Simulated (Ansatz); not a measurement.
Ir in space group P6_3/mmc (No. 194; Ir on 2d, Ir on 4f, Ir on 4e, Ir on 4f) under volume change, r²SCAN (plane waves, PAW; program Ansatz), shape and atoms relaxed at each volume.

```
V (Å³/atom)  E − E(relaxed) (meV/atom)  P (GPa)
-----------  -------------------------  -------
12.936                           164.4    45.23
13.362                            68.5    27.37
13.789                               ?        ?
14.215                             0.0     0.00
14.642                               ?        ?
15.068                            53.7   -19.02
15.495                           114.2   -26.18
```

**Question.** What belongs in the gaps?

**Answer.** 
- 13.789, E − E(relaxed) (meV/atom): 16.1
- 13.789, P (GPa): 12.45
- 14.642, E − E(relaxed) (meV/atom): 14.2
- 14.642, P (GPa): -10.39

**Question.** What does a third-order Birch–Murnaghan fit give for V₀, B₀ and B′?

**Answer.** V₀ = 14.22 Å³/atom, B₀ = 378 GPa, B′ = 5.1.

The start of the workflow was typed in or built on a structure type; the Crystallography Open Database copy checked does not list it. It is not the phase usual at ambient conditions (space group No. 225). Symmetry was held in the r²SCAN relaxation; whether a distortion lowers the energy is not shown. No spin polarisation was allowed. Spin–orbit coupling is left out wherever it is not named.

Potentials: the earlier of the program's two PAW sets.
